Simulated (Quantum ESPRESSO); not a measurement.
# Where does O sit best among S sites?

The results below are calculated, not measured. They come from pw.x of Quantum ESPRESSO 7.5, a plane-wave density functional program, with PseudoDojo standard norm-conserving files (v0.5 for PBE, v0.4.1 for LDA and PBEsol). The cells are made up: elements, strain and atom displacements were drawn at random, and nothing was relaxed. There is no spin polarisation, spin-orbit coupling or dispersion term.

The cell has 8 sites of a wurtzite lattice (rectangular cell). Sites 1 to 4 hold Mg Mg Mg Mg; sites 5 to 8 hold X X X X. Cell vectors in Å: (4.207, 0.070, 0.044); (0.120, 7.299, -0.039); (0.071, -0.037, 6.900). Settings: PBE, cutoff 1143 eV, 4 x 4 x 4 k mesh shifted by half a step, Fermi-Dirac smearing of 0.025 eV.

In each run one of the sites marked X holds O and the others hold S; cell and positions stay the same. E is the free energy of the cell.

```
site of the guest  first shell  mean distance (Å)  E above the lowest (eV)  P (GPa)  force on the guest (eV/Å)
                5          Mg4              2.581                    0.041    -8.73                      0.416
                6          Mg4              2.607                    0.207    -8.44                      0.381
                7          Mg4              2.609                    0.286    -8.33                      0.122
                8          Mg4              2.553                    0.000    -8.85                      0.276
```

A rerun of one of these cells at 1437 eV and k mesh 6 x 6 x 6 moved values by no more than 0.005 eV in the cell's energy, 0.06 GPa in stress and 0.011 eV/Å in force.

## Reading the table

Site 8 is lowest, by 0.041 eV, over three times the rerun's bound. A straight line of energy against the mean distance has a slope of 4.8 ± 1.4 eV/Å, so the guest costs less on the tighter sites. The positions are random and not relaxed, so the differences hold for this frozen cell and are not site preferences of a real crystal.